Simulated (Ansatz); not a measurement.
Relaxed-ion elastic tensor of GaSb (CsCl type, space group No. 221) in GPa (Voigt order), r²SCAN in the plane-wave PAW code Ansatz; density 6.94 g/cm³, 22.90 Å³ per atom.

```
48.0  58.5  58.5   0.0   0.0   0.0
58.5  48.0  58.5   0.0   0.0   0.0
58.5  58.5  48.0   0.0   0.0   0.0
 0.0   0.0   0.0  16.4   0.0   0.0
 0.0   0.0   0.0   0.0  16.4   0.0
 0.0   0.0   0.0   0.0   0.0  16.4
```

Task: Is the crystal mechanically stable?

Result: No: the smallest eigenvalue of C is -10.5 GPa.

Space group Pm-3m (CsCl type). A made-up cell: these elements were put on the sites of a structure type; neither database checked (COD, Materials Project) lists it. It is not the phase usual at ambient conditions (space group No. 216). The cell was relaxed with r²SCAN under the symmetry of its start. At this level the phase is mechanically unstable. As this level gives no gap, shear constants depend on the k-mesh and smearing (Fermi–Dirac, 0.1 eV here). Spin–orbit coupling is left out wherever it is not named.

Potentials: the later of the program's two PAW sets.
